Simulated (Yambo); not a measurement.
Convergence of the G0W0 gap of Rb2LiScF6

G0W0@PBEsol for Rb₂LiScF₆ (space group Fm-3m, No. 225) in Yambo. Reference settings: 2×2×2 Γ-centred k mesh, bands 3 to 290 and a 8 Ry block in the screening, 290 bands in G with the Bruneval-Gonze terminator, plasmon pole fitted at 27.2 eV. The PBEsol gap Γ → Γ on this mesh is 6.74 eV; G0W0 gaps are taken between the same points.

```json
[
 {"change from the reference": "reference settings", "G0W0 gap Γ → Γ (eV)": "11.88", "shift of the valence edge (eV)": "-2.25", "rough Yambo cost": "1"},
 {"change from the reference": "112 bands in W, 112 bands in G", "G0W0 gap Γ → Γ (eV)": "12.00", "shift of the valence edge (eV)": "-2.12", "rough Yambo cost": "about 1/3"},
 {"change from the reference": "187 bands in G", "G0W0 gap Γ → Γ (eV)": "11.88", "shift of the valence edge (eV)": "-2.25", "rough Yambo cost": "–"},
 {"change from the reference": "138 bands in W", "G0W0 gap Γ → Γ (eV)": "11.96", "shift of the valence edge (eV)": "-2.16", "rough Yambo cost": "within a factor of two"},
 {"change from the reference": "3 Ry block", "G0W0 gap Γ → Γ (eV)": "12.42", "shift of the valence edge (eV)": "-2.59", "rough Yambo cost": "within a factor of two"},
 {"change from the reference": "7 Ry block", "G0W0 gap Γ → Γ (eV)": "11.89", "shift of the valence edge (eV)": "-2.26", "rough Yambo cost": "within a factor of two"},
 {"change from the reference": "pole fitted at 55 eV", "G0W0 gap Γ → Γ (eV)": "12.02", "shift of the valence edge (eV)": "-2.34", "rough Yambo cost": "–"},
 {"change from the reference": "no random integration", "G0W0 gap Γ → Γ (eV)": "11.71", "shift of the valence edge (eV)": "-1.93", "rough Yambo cost": "–"},
 {"change from the reference": "112 bands in G, no terminator", "G0W0 gap Γ → Γ (eV)": "12.09", "shift of the valence edge (eV)": "-1.70", "rough Yambo cost": "–"},
 {"change from the reference": "187 bands in G, no terminator", "G0W0 gap Γ → Γ (eV)": "12.04", "shift of the valence edge (eV)": "-1.92", "rough Yambo cost": "–"},
 {"change from the reference": "no terminator", "G0W0 gap Γ → Γ (eV)": "12.00", "shift of the valence edge (eV)": "-2.06", "rough Yambo cost": "–"}
]
```

The reference isn't shown to be the converged limit. Costs are rough (shared machines), scaled to the same edge states, and given only for runs that recompute the screening.

Geometry of the Materials Project entry, not relaxed at this level; primitive cell a = b = c = 5.987 Å, α = β = γ = 60.00°.

The structure is a Materials Project entry; no match was found in the copy of COD used, and its stability was not checked.

A shift is the quasiparticle energy of the state minus its PBEsol energy.
